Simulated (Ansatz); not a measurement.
WC-type YbC

Method: PBEsol, scalar-relativistic; collinear spin; PAW, 420 eV, 12×12×10 k-mesh, Gaussian smearing of 0.05 eV; code Ansatz. The datasets are Ansatz's generated set soft_2.

```yaml
crystal:
  lattice:
    - [3.37911, 0.00000, 0.00000]
    - [-1.68955, 2.92639, 0.00000]
    - [0.00000, 0.00000, 3.03310]
  atoms:
    - { symbol: Yb, position: [0.00000, 0.00000, 0.00000] }
    - { symbol: C, position: [0.66667, 0.33333, 0.50000] }
```

The cell came from substitution into a structure type; whether the compound takes it is for experiment to say.

Magnetic state: non-magnetic, site spin moments none.

The cell above was scaled in volume, and shape and atoms were relaxed at each volume within its symmetry. Energies are counted from the cell above.

| V (Å³/atom) | ΔE (meV/atom) | P (GPa) | largest moment (μB) |
| --- | --- | --- | --- |
| 14.40 | 8.3 | 4.7 | 0.00 |
| 14.70 | 2.0 | 2.2 | 0.00 |
| 15.00 | 0.0 | 0.0 | 0.00 |
| 15.30 | 1.7 | -1.9 | 0.09 |
| 15.60 | 6.8 | -3.7 | 0.11 |

(1) What do the points give for the equilibrium volume, the bulk modulus and its pressure derivative (third-order Birch–Murnaghan)?

Answer:

(1) V0 = 15.00 Å³/atom, B0 = 101 GPa, B0′ isn't fixed: the energies give 5.1, and a fit of the pressures differs by over 0.35.

The magnetic state changes along the curve.

B0·V0 = 100.8 GPa × 15.00 Å³ = 9.44 eV/atom sets the scale: near the minimum ΔE ≈ ½ B0 V0 x², with x = V/V0 − 1, and a pressure of 1.0 GPa squeezes the volume by about 1 %. At the ends of the curve: x = −4.0 % predicts 7.7 meV/atom and the run gives 8.3; x = +4.0 % predicts 7.4 meV/atom and the run gives 6.8. Compression costs more and expansion less than the parabola says, since the crystal stiffens as it shrinks; B0′ measures that.

Without a U the 4f levels of Yb lie too near the Fermi level, so their share of the states there, and what hangs on it, is overstated. No spin–orbit coupling, a notable omission for heavy elements. The run wasn't fully tested for a lower electronic state. The starting moments died out; a magnetic state reached from other starts isn't excluded. The run is a metal.
